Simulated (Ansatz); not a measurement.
WS2: experiment and calculation

**Measured values to compare with.**

“Random anion distribution in MSxSe2−x (M = Mo, W) crystals and nanosheets”, 2018, pmc:9078701 quotes, for a bulk crystal of WS2: lattice constant a 3.1532 ± 0.0004 Å; lattice constant c 12.323 ± 0.005 Å.

The runs below are set against these values where they give the same quantity.

Theory: Ansatz, DFT PBEsol+D3(BJ), scalar-relativistic, plane waves, PAW.

Settings: cutoff 420 eV, Γ-centred mesh 12×12×4 on the computed 6-atom cell, Gaussian smearing of 0.02 eV; no spin polarisation.

Relaxed structure, symmetry kept:

Space group P6_3/mmc (No. 194). a = 3.115 Å, b = 3.115 Å, c = 11.772 Å, α = 90.00°, β = 90.00°, γ = 120.00°
```
atom site symmetry x y z
   W    2c      -6m2  0.3333  0.6667  0.2500
   S    4f       3m.  0.3333  0.6667  0.6164
```

| Property | Result |
| --- | --- |
| Space group | P6_3/mmc (No. 194) |
| Volume per atom | 16.48 Å³ |
| Kohn–Sham band gap | 0.64 eV, indirect from Γ to (0.177, 0.177, 0.000) |
| Löwdin character of the top 1 eV of the valence band | W 5d 56 %, S 3p 37 % |
| Löwdin character of the lowest 1 eV of the conduction band | W 5d 59 %, S 3p 31 %, unprojected 6 % |
| Electron masses at the edge by Cartesian direction of the standard setting (m_e; degenerate bands sorted by energy; no spin-orbit coupling) | x: 0.47; y: 0.46; z: 0.38 |
| Hole masses at the edge by Cartesian direction of the standard setting (m_e; degenerate bands sorted by energy; no spin-orbit coupling) | x: 0.46; y: 0.46; z: 0.96 |
| Electronic dielectric constant xx, yy, zz of the standard setting (independent particles) | 15.4, 15.4, 10.9 |
| Bader charges (e) | W (2 in the cell) 1.31, S (4 in the cell) -0.65 |

Spin-orbit coupling is left out, which matters for the bands of heavy elements.

Against the measured lattice constant a of WS2, 3.1532 Å (quoted in the paper above), the calculated 3.115 Å is off by -1.2 %. Against the measured lattice constant c of WS2, 12.323 Å (quoted in the paper above), the calculated 11.772 Å is off by -4.5 %. 2 values of this kind are on record (12.32 to 12.323 Å); this one was drawn at random among those near their median, those with a stated uncertainty first. The calculation is for 0 K without zero-point motion.

Cost: 12 runs of about 13 core-minutes in all, on Intel Xeon Platinum 8488C (Sapphire Rapids) (shared hosts).